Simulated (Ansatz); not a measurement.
P (P4/mmm), clamped-ion strain scan

These are results of Ansatz 0.2.0, DFT PBEsol, scalar-relativistic, plane waves, PAW, not measurements. Cutoff 420 eV, Γ-centred 24×24×12 k-points, Gaussian smearing of 0.15 eV. No spin polarisation. Energies are free energies at this smearing, counted from the undisturbed cell; pressure is positive in compression.

Reference structure (relaxed at this level; with this scan's settings it stands at -0.3 GPa; this simple cubic form isn't the usual structure):

```yaml
crystal:
  lattice:
    - [2.43474, 0.00000, 0.00524]
    - [0.00000, 2.43463, 0.00000]
    - [-0.00990, 0.00000, 4.79295]
  atoms:
    - { symbol: P, position: [0.00000, 0.00000, 0.25000] }
    - { symbol: P, position: [0.00000, 0.00000, 0.75000] }
```

The cell is strained by ε times the Voigt pattern (1, 0, 0, 0, 0, 0) (xx, yy, zz, yz, xz, xy; engineering shear) with fractional coordinates fixed. The cell is metallic on the mesh throughout.

```tsv
ε	ΔE (meV/atom)
-0.1500	466.9
-0.1125	222.0
-0.0750	77.8
0.0000	0.0
0.0375	18.6
0.1125	116.7
0.1500	180.2
```

Q: Predict the stress summed along the pattern (GPa, tension positive) at each point.

A:
| ε | stress summed along the pattern (GPa, tension positive) |
| --- | --- |
| -0.1500 | -94.09 |
| -0.1125 | -56.85 |
| -0.0750 | -30.39 |
| 0.0000 | 0.98 |
| 0.0375 | 9.83 |
| 0.1125 | 17.83 |
| 0.1500 | 20.14 |

Cost: 7 runs of about 3.9 core-minutes in all, on Intel Xeon Platinum 8375C (Ice Lake) (shared hosts).